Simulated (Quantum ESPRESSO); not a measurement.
```
SrTiO3
1.0
    3.91270     0.00000     0.00000
    0.00000     3.91270     0.00000
    0.00000     0.00000     3.91270
Sr Ti O
1 1 3
Direct
  0.00000   0.00000   0.00000
  0.50000   0.50000   0.50000
  0.50000   0.00000   0.50000
  0.00000   0.50000   0.50000
  0.50000   0.50000   0.00000
```
The geometry is a computed Materials Project entry, not a measured one. It is SrTiO3 in Pm-3m. Stability against distortions was not tested. The run has no spin polarisation.

With PBE (σ by GIPAW in a modified build of Quantum ESPRESSO; JTH PAW datasets, 22.5 Ha):

| quantity | PBE |
|---|---|
| σ_iso Sr (ppm) | 2943.2 |
| σ_iso Ti (ppm) | -262.5 |
| σ_iso O (ppm) | -288.8 |

Shieldings are absolute and leave out the bulk-susceptibility term; a larger σ means a smaller chemical shift. By our sweeps, such settings leave a few ppm in absolute σ on light atoms and up to some 20 ppm from Zn on. Spin–orbit coupling is left out; its weight grows with the heaviest atom, Sr here.

Task: What does the LDA, on its own JTH datasets and the same geometry, give?

Result: 
```json
[
 {"quantity": "σ_iso Sr (ppm)", "LDA": "2896.6", "LDA − PBE": "-46.6"},
 {"quantity": "σ_iso Ti (ppm)", "LDA": "-305.4", "LDA − PBE": "-42.9"},
 {"quantity": "σ_iso O (ppm)", "LDA": "-315.8", "LDA − PBE": "-27.0"}
]
```
